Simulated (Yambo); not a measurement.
## Convergence of the G0W0 gap of WSe2

G0W0@PBEsol for WSe2 (space group P6_3/mmc, No. 194) in Yambo. Reference settings: 3×3×1 Γ-centred k mesh, bands 49 to 424 and a 7 Ry block in the screening, 424 bands in G with the Bruneval-Gonze terminator, plasmon pole fitted at 27.2 eV. The PBEsol gap Γ → K on this mesh is 1.19 eV; G0W0 gaps are taken between the same points.

```
change from the reference       G0W0 gap Γ → K (eV)  shift of the valence edge (eV)        rough Yambo cost
------------------------------  -------------------  ------------------------------  ----------------------
reference settings                             1.81                           -0.03                       1
190 bands in W, 190 bands in G                 1.84                            0.27               about 1/2
290 bands in W, 290 bands in G                 1.82                            0.07  within a factor of two
190 bands in G                                 1.82                            0.06                       –
290 bands in G                                 1.81                           -0.01                       –
224 bands in W                                 1.83                            0.12  within a factor of two
1 Ry block                                     1.81                            0.87  within a factor of two
3 Ry block                                     1.76                            0.20  within a factor of two
pole fitted at 15 eV                           1.80                            0.07                       –
no random integration                          1.82                            0.08                       –
190 bands in G, no terminator                  1.89                            0.70                       –
290 bands in G, no terminator                  1.86                            0.33                       –
```

The reference isn't shown to be the converged limit. Costs are rough (shared machines), scaled to the same edge states, and given only for runs that recompute the screening. The mesh misses a band edge: along a dense path the PBEsol gap is 0.75 eV against 1.19 eV on the mesh.

The standard potential for Se keeps a d shell in the valence without the s and p states of that shell. In tests on such compounds this moved G0W0 gaps by up to about 0.9 eV, so absolute quasiparticle energies here are unreliable; differences between settings are what counts.

Spin-orbit coupling is included.

Geometry relaxed with PBE+D3(BJ); primitive cell a = b = 3.280 Å, c = 12.781 Å, α = β = 90.00°, γ = 120.00°.

A shift is the quasiparticle energy of the state minus its PBEsol energy.
